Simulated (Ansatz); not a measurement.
## Relaxing indium (beta-Sn type)

Level of theory: Ansatz, DFT, r2SCAN, plane waves (500 eV) with PAW, scalar-relativistic. (PAW data from PBE, frozen cores regenerated.)

k-point mesh 11×11×8, Fermi-Dirac smearing 0.1 eV, no spin polarisation. Cell and atoms relax.

Starting structure:

```
CELL_PARAMETERS angstrom
-2.92939 2.92939 1.59945
2.92939 -2.92939 1.59945
2.92939 2.92939 -1.59945
ATOMIC_POSITIONS crystal
In 0.00000 0.00000 0.00000
In 0.75000 0.25000 0.50000
```

Question: The pressure at the start is 0.1 GPa. By how much does the volume change?

Answer: From 27.45 to 26.94 Å³ per atom, -1.9 %. The final cell has a = 3.110 Å, b = 9.002 Å, c = 3.856 Å, β = 93.26°.

The cell has left the beta-Sn structure type; it ends in C2/c.

Question: How much energy does the relaxation gain?

Answer: 50.1 meV per atom.

Path of the relaxation (the plane waves are chosen anew near the end, which can shift the energy a little):

| step | E − E(final) (meV/atom) | V (Å³/atom) | P (GPa) | max force (eV/Å) |
| --- | --- | --- | --- | --- |
| 0 | 50.08 | 27.451 | 0.13 | 0.001 |
| 1 | 46.34 | 27.551 | -0.06 | 0.001 |
| 2 | 43.34 | 27.705 | -0.29 | 0.019 |
| 3 | 40.65 | 27.386 | 0.14 | 0.006 |
| 4 | 37.08 | 27.171 | 0.40 | 0.079 |
| 5 | 35.90 | 27.336 | -0.03 | 0.232 |
| 6 | 17.73 | 27.207 | -0.35 | 0.023 |
| 7 | 7.44 | 27.040 | -0.14 | 0.029 |
| 8 | 6.01 | 26.463 | 0.79 | 0.117 |
| 9 | 3.35 | 27.217 | -0.39 | 0.028 |
| 10 | 1.29 | 27.102 | -0.24 | 0.012 |
| 11 | 0.91 | 26.861 | 0.13 | 0.007 |
| 12 | 0.84 | 26.983 | -0.06 | 0.000 |
| 13 | 0.82 | 26.942 | 0.00 | 0.000 |
| 14 | 0.00 | 26.942 | 0.02 | 0.000 |

The k-point mesh keeps fewer symmetry operations than the starting structure has, so the cell can leave it.
